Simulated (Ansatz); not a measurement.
RuPtN$_{2}$:
```cif
data_N2PtRu
_chemical_formula_sum 'Ru1 Pt1 N2'
_space_group_name_H-M_alt 'P 1'
_space_group_IT_number 1
_cell_length_a 6.59115
_cell_length_b 6.59115
_cell_length_c 6.59115
_cell_angle_alpha 24.533
_cell_angle_beta 24.533
_cell_angle_gamma 24.533
loop_
_space_group_symop_operation_xyz
  'x, y, z'
loop_
_atom_site_label
_atom_site_type_symbol
_atom_site_fract_x
_atom_site_fract_y
_atom_site_fract_z
_atom_site_occupancy
Ru1 Ru 0.50000 0.50000 0.50000 1
Pt1 Pt 0.00000 0.00000 0.00000 1
N1 N 0.89827 0.89827 0.89827 1
N2 N 0.10173 0.10173 0.10173 1
```

Relaxed with PBEsol.

Which orbitals make up the states near the Fermi level in DFT-PBEsol in the program Ansatz with PAW potentials?

Within 0.5 eV of the Fermi level: Ru 4d 41 %, N 2p 34 %, Pt 5d 19 %. Projections are on Löwdin-orthogonalised atomic valence shells; empty p or d shells of many metals are not among them.

Tabulate the density of states.

States/eV per cell of 4 atoms, in 0.25 eV bins, energy from the Fermi level.

```csv
E (eV),total,N 2p,Pt 5d,Ru 4d
-7.85,2.36,1.18,0.41,0.61
-7.60,2.16,1.08,0.43,0.53
-7.35,2.70,1.28,0.54,0.68
-7.10,2.52,1.15,0.52,0.64
-6.85,2.66,1.26,0.46,0.76
-6.60,2.18,0.94,0.48,0.55
-6.35,1.92,0.74,0.49,0.44
-6.10,2.49,0.80,0.91,0.46
-5.85,2.95,0.85,1.27,0.63
-5.60,5.25,1.93,1.49,1.54
-5.35,4.67,1.98,1.12,1.27
-5.10,2.92,1.25,0.79,0.67
-4.85,2.42,0.91,0.78,0.58
-4.60,2.94,0.93,1.14,0.70
-4.35,2.92,0.79,1.40,0.59
-4.10,2.56,0.70,1.31,0.44
-3.85,2.87,0.86,1.44,0.44
-3.60,2.94,0.92,1.36,0.46
-3.35,2.22,0.49,1.18,0.38
-3.10,2.86,0.59,1.54,0.56
-2.85,3.95,0.89,1.78,1.08
-2.60,2.80,0.43,1.40,0.84
-2.35,3.48,0.55,1.70,1.08
-2.10,4.87,1.00,2.22,1.45
-1.85,5.05,1.48,2.08,1.28
-1.60,2.82,0.80,0.95,0.93
-1.35,2.13,0.51,0.82,0.66
-1.10,1.63,0.34,0.71,0.46
-0.85,1.48,0.31,0.66,0.40
-0.60,1.29,0.30,0.59,0.29
-0.35,1.73,0.48,0.63,0.48
-0.10,3.45,1.06,0.44,1.78
0.15,3.30,1.27,0.48,1.35
0.40,2.56,0.99,0.47,0.92
0.65,3.39,1.09,0.44,1.64
0.90,3.06,1.02,0.52,1.26
1.15,0.71,0.16,0.21,0.22
1.40,0.49,0.08,0.23,0.06
1.65,1.30,0.27,0.59,0.16
1.90,0.72,0.15,0.34,0.08
2.15,0.00,0.00,0.00,0.00
2.40,0.18,0.03,0.02,0.08
2.65,0.78,0.17,0.06,0.30
2.90,1.75,0.52,0.11,0.66
3.15,2.06,0.73,0.11,0.78
3.40,2.91,1.25,0.13,1.13
3.65,2.43,1.08,0.12,0.94
3.90,2.38,1.11,0.12,0.89
4.15,2.59,1.04,0.10,1.04
4.40,0.92,0.33,0.04,0.37
4.65,0.21,0.06,0.01,0.07
```

Space group R-3m. The start of the workflow was typed in or built on a structure type; neither database checked (COD, Materials Project) lists it. Its standing as an ambient phase is unchecked. Symmetry was held in the PBEsol relaxation; its stability against distortions is not shown here. The workflow began spin-polarised and lost its moments. Its formation energy is positive at this level, so the cell may be metastable or incomplete. Scalar-relativistic: spin–orbit coupling is off unless named, which matters more the heavier the elements.

Potentials: the earlier of the program's two PAW sets. The files were generated under PBE; for other functionals the program regenerates the frozen cores, and for LDA and PBEsol the local potential too.
